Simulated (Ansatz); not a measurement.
Notes on ZnPO₄

```yaml
crystal:
  lattice:
    - [2.52790, 3.75319, 0.00000]
    - [2.52790, -3.75319, 0.00000]
    - [0.00000, 0.00000, -6.62642]
  atoms:
    - { symbol: P, position: [0.35800, 0.64200, 0.75000] }
    - { symbol: P, position: [0.64200, 0.35800, 0.25000] }
    - { symbol: Zn, position: [0.00000, 0.00000, 0.00000] }
    - { symbol: Zn, position: [0.00000, 0.00000, 0.50000] }
    - { symbol: O, position: [0.70600, 0.76600, 0.75000] }
    - { symbol: O, position: [0.29400, 0.23400, 0.25000] }
    - { symbol: O, position: [0.76600, 0.70600, 0.25000] }
    - { symbol: O, position: [0.23400, 0.29400, 0.75000] }
    - { symbol: O, position: [0.24600, 0.75400, 0.93000] }
    - { symbol: O, position: [0.75400, 0.24600, 0.43000] }
    - { symbol: O, position: [0.75400, 0.24600, 0.07000] }
    - { symbol: O, position: [0.24600, 0.75400, 0.57000] }
```

Method: PBE, no spin polarisation; PAW, plane waves to 420 eV, 6×6×4 Γ-centred mesh, gaussian occupations (width 0.0146 eV) (Ansatz 0.2.0), atoms fixed.

What happens at the Fermi level?

It is a metal, with about 8.2 states/eV a cell as the mean within 0.25 eV of the Fermi level, mostly O p (92 %).

Which atom feels the largest force, and which way?

The largest is on O5 (and as large on other atoms): 4.95 eV/Å, components (4.15, 2.70, 0.00). It makes 178° with the line to a nearest neighbour, P1 at 1.46 Å, pointing away from it.

How is the charge shared?

Bader charges in e: Zn +1.48, P +3.93, O -1.39 to -1.31. In the mean P gives up most and O takes most.

Is it stable against the elements?

-1.44 eV an atom against the elements' usual phases (free molecules for gases, crystals otherwise, with no correction for O₂ or N₂), so it is bound against them; other compounds may still compete. Relaxing would lower it.

Origin: a known structure type with other elements, at an estimated volume, so it need not be a known compound. Caveats: many states at the Fermi level without spin polarisation, so a magnetic state may lie lower; atoms or cell far from equilibrium.
